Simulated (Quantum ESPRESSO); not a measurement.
## Calculated data, Si₃NO₄F (made-up cell)

Computed with Quantum ESPRESSO 7.5. Calculation on a made-up crystal cell, not a measurement: periodic Kohn-Sham density functional theory in plane waves with PseudoDojo standard norm-conserving scalar-relativistic pseudopotentials, each functional with its own files (v0.5 for PBE, v0.4.1 for LDA and PBEsol), no spin polarisation, no spin-orbit coupling, atoms not relaxed, stress positive in tension, energies less a fixed whole-eV offset for each atom's element; levels are Kohn-Sham levels at fractions of this cell's reciprocal vectors, counted from the reference band (half the neutral cell's valence electrons, rounded up) at Gamma; error bars cover cutoff and k-mesh only, not smearing or the files; each bar is the largest change over components, and at least 0.002 eV, 0.002 eV per angstrom or 0.02 GPa; added strain carries the atoms with the cell, and shear is the tensor component; no dispersion term; energies are for the whole cell, and the offsets were chosen from early runs and are not element reference energies.

Settings shared by all entries: lattice type quartz; functional pbe; cutoff 1143 eV; fermi dirac smearing 0.025 eV; scf tolerance 1e-07 eV; electrons removed 0; k mesh 5 x 5 x 4, shifted by half a step.

(1) Si₃NO₄F (made-up cell)

```xyz
9
Lattice="4.9886 -0.0371 0.0067 -2.5264 4.2838 -0.0187 0.0074 -0.0194 5.3888" Properties=species:S:1:pos:R:3 Si3NO4F
Si     2.3286    -0.0253     3.6090
Si    -1.1944     2.0047     1.8234
Si     1.3256     2.2515     0.0124
O      1.3697     1.1138     4.2049
N      3.2790     0.5997     2.4460
O      2.7931     2.5109     0.6712
F      0.2545     1.7852     1.1346
O     -1.1466     3.1107     2.9536
O      0.7090     3.6649     4.7194
```

Results for Si₃NO₄F (made-up cell): free energy less offsets 6.713 eV; scf iterations 11; smearing term minus ts 0 eV; pressure 9.453 GPa; stress xx -10.8 GPa; stress yy -6.315 GPa; stress zz -11.25 GPa; stress yz 1.687 GPa; stress xz 5.254 GPa; stress xy -1.772 GPa; reference band 24; error bar energy 0.002 eV; error bar stress 0.02 GPa; error bar force 0.002 eV/Å; error bar next band up 0.002 eV; error bars from tighter rerun of this cell.

Atoms:
| atoms element | atom site | atom energy offset (eV) |
| --- | --- | --- |
| Si | 1 | -115 |
| Si | 2 | -115 |
| Si | 3 | -115 |
| O | 4 | -452 |
| N | 5 | -283 |
| O | 6 | -452 |
| F | 7 | -677 |
| O | 8 | -452 |
| O | 9 | -452 |

Forces:
| site | x (eV/Å) | y (eV/Å) | z (eV/Å) |
| --- | --- | --- | --- |
| 1 | 0.6493 | 0.6677 | -3.283 |
| 2 | -4.828 | -0.7847 | 2.936 |
| 3 | 2.628 | 2.847 | -4.66 |
| 4 | -1.76 | 1.831 | 2.691 |
| 5 | 0.5095 | -1.341 | -0.9664 |
| 6 | -1.131 | 0.6216 | -1.509 |
| 7 | 1.48 | -0.7793 | 0.007807 |
| 8 | 0.1847 | 0.818 | 0.4498 |
| 9 | 2.267 | -3.881 | 4.334 |

Levels:
| level k point | next band up (eV) |
| --- | --- |
| Gamma | 2.722 |
| (1/2,1/2,1/2) | 4.688 |
| (0.15,0,0) | 3.041 |
| (0,0.15,0) | 2.966 |
| (0,0,0.15) | 2.93 |

(2) Si₃NO₄F (made-up cell)

```xyz
9
Lattice="4.9886 -0.0371 0.0067 -2.5264 4.2838 -0.0187 0.0074 -0.0194 5.3888" Properties=species:S:1:pos:R:3 Si3NO4F
Si     2.3286    -0.0253     3.6090
Si    -1.1944     2.0047     1.8234
Si     1.3256     2.2515     0.0124
O      1.3697     1.1138     4.2049
N      3.2790     0.5997     2.4460
O      2.8265     2.5109     0.6712
F      0.2545     1.7852     1.1346
O     -1.1466     3.1107     2.9536
O      0.7090     3.6649     4.7194
```

It finds free energy less offsets 6.769 eV; scf iterations 11; smearing term minus ts 0 eV; pressure 9.314 GPa; stress xx -9.856 GPa; stress yy -6.376 GPa; stress zz -11.71 GPa; stress yz 2.095 GPa; stress xz 5.328 GPa; stress xy -1.263 GPa; reference band 24; error bar energy 0.002 eV; error bar stress 0.02 GPa; error bar force 0.002 eV/Å; error bar next band up 0.002 eV; error bars from tighter rerun of a related cell.

Atoms:
| atoms element | atom site | atom energy offset (eV) |
| --- | --- | --- |
| Si | 1 | -115 |
| Si | 2 | -115 |
| Si | 3 | -115 |
| O | 4 | -452 |
| N | 5 | -283 |
| O | 6 | -452 |
| F | 7 | -677 |
| O | 8 | -452 |
| O | 9 | -452 |

Forces:
| site | x (eV/Å) | y (eV/Å) | z (eV/Å) |
| --- | --- | --- | --- |
| 1 | 0.6424 | 0.6218 | -3.33 |
| 2 | -4.531 | -0.9138 | 3.262 |
| 3 | 3.139 | 2.928 | -4.407 |
| 4 | -1.742 | 1.873 | 2.738 |
| 5 | 0.4892 | -1.379 | -0.93 |
| 6 | -2.202 | 0.7284 | -2.254 |
| 7 | 1.644 | -0.7921 | 0.00186 |
| 8 | 0.2137 | 0.8444 | 0.5344 |
| 9 | 2.347 | -3.91 | 4.385 |

Levels:
| level k point | next band up (eV) |
| --- | --- |
| Gamma | 2.667 |
| (1/2,1/2,1/2) | 4.558 |
| (0.15,0,0) | 2.984 |
| (0,0.15,0) | 2.907 |
| (0,0,0.15) | 2.872 |

(3) Si₃NO₄F (made-up cell)

```xyz
9
Lattice="4.9886 -0.0371 0.0067 -2.5264 4.2838 -0.0187 0.0074 -0.0194 5.3888" Properties=species:S:1:pos:R:3 Si3NO4F
Si     2.3286    -0.0253     3.6090
Si    -1.1944     2.0047     1.8234
Si     1.3256     2.2515     0.0124
O      1.3697     1.1138     4.2049
N      3.2790     0.5997     2.4460
O      2.8702     2.5109     0.6712
F      0.2545     1.7852     1.1346
O     -1.1466     3.1107     2.9536
O      0.7090     3.6649     4.7194
```

Results for Si₃NO₄F (made-up cell): free energy less offsets 6.893 eV; scf iterations 12; smearing term minus ts 0 eV; pressure 9.339 GPa; stress xx -8.96 GPa; stress yy -6.507 GPa; stress zz -12.55 GPa; stress yz 2.662 GPa; stress xz 5.204 GPa; stress xy -0.6201 GPa; reference band 24; error bar energy 0.002 eV; error bar stress 0.02 GPa; error bar force 0.002 eV/Å; error bar next band up 0.002 eV; error bars from tighter rerun of a related cell.

Atoms:
| atoms element | atom site | atom energy offset (eV) |
| --- | --- | --- |
| Si | 1 | -115 |
| Si | 2 | -115 |
| Si | 3 | -115 |
| O | 4 | -452 |
| N | 5 | -283 |
| O | 6 | -452 |
| F | 7 | -677 |
| O | 8 | -452 |
| O | 9 | -452 |

Forces:
| site | x (eV/Å) | y (eV/Å) | z (eV/Å) |
| --- | --- | --- | --- |
| 1 | 0.6315 | 0.5602 | -3.387 |
| 2 | -4.096 | -1.122 | 3.774 |
| 3 | 3.638 | 3.002 | -4.158 |
| 4 | -1.72 | 1.925 | 2.798 |
| 5 | 0.4617 | -1.424 | -0.887 |
| 6 | -3.474 | 0.9384 | -3.228 |
| 7 | 1.862 | -0.8135 | -0.002941 |
| 8 | 0.249 | 0.8782 | 0.6465 |
| 9 | 2.447 | -3.945 | 4.445 |

Levels:
| level k point | next band up (eV) |
| --- | --- |
| Gamma | 2.581 |
| (1/2,1/2,1/2) | 4.359 |
| (0.15,0,0) | 2.893 |
| (0,0.15,0) | 2.812 |
| (0,0,0.15) | 2.782 |
